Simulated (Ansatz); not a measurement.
One crystal and one scan (energy against volume) at two levels, r2SCAN (plane waves to 500 eV, PAW, scalar-relativistic; Ansatz, a first-principles code) and PBE (plane waves to 420 eV, PAW, scalar-relativistic; Ansatz), each from its own relaxed cell and on its own mesh. The cell shown is that of r2SCAN.

Os (hcp, Mg type)

```xyz
2
Lattice="2.7383 0.0000 0.0000 -1.3692 2.3715 0.0000 0.0000 0.0000 4.3159" Properties=species:S:1:pos:R:3 pbc="T T T"
Os     0.0000     1.5810     3.2369
Os     1.3692     0.7905     1.0790
```

This relaxed cell (volume V₀) is scaled evenly in all directions, its shape held. Symmetry pins the atoms to their sites.

The energy includes the smearing's −TS. Os is run without spin polarisation. Os was relaxed with its symmetry unable to fall. Spin-orbit coupling is left out, though Os is heavy. With the shape held, the modulus is that of even scaling; a crystal free to change shape is softer. Percentages come from the unrounded values. Both scans cover V/V₀ from 0.900 to 1.100.

Results of r2SCAN:

```
Property                                                                     Value
---------------------------------------------------------------------------  -----
Lattice constant a (Å)                                                       2.738
Lattice constant c (Å)                                                       4.316
Relaxed volume (Å³/atom)                                                     14.01
Pressure at the smallest volume (GPa)                                         57.9
Energy cost of the largest compression (meV/atom)                              229
Energy cost of the largest expansion (meV/atom)                                156
Bulk modulus at fixed cell shape B₀ (third-order Birch-Murnaghan fit) (GPa)  428.1
Pressure for 5 % compression (fit) (GPa)                                      24.8
```

Question: What does PBE give for the same quantities?

Answer: 
```csv
quantity,PBE,r2SCAN − PBE
Lattice constant a (Å),2.755,-0.017 (-0.6 %)
Lattice constant c (Å),4.344,-0.028 (-0.7 %)
Relaxed volume (Å³/atom),14.28,-0.27 (-1.8 %)
Pressure at the smallest volume (GPa),53.9,+4.0 (+7.4 %)
Energy cost of the largest compression (meV/atom),217,+12 (+6 %)
Energy cost of the largest expansion (meV/atom),147,+9 (+6 %)
Bulk modulus at fixed cell shape B₀ (third-order Birch-Murnaghan fit) (GPa),397.5,+30.6 (+7.7 %)
Pressure for 5 % compression (fit) (GPa),23.1,+1.7 (+8 %)
```

r2SCAN gives the higher value for: pressure at the smallest volume; energy cost of the largest compression; energy cost of the largest expansion; bulk modulus at fixed cell shape B₀; pressure for 5 % compression. r2SCAN gives the lower value for: lattice constant a; lattice constant c; relaxed volume. Neither level is exact: the differences show how much the result hangs on the functional.

(A scan under strain: stresses follow from slopes of the energy per volume, elastic moduli from its curvatures.)
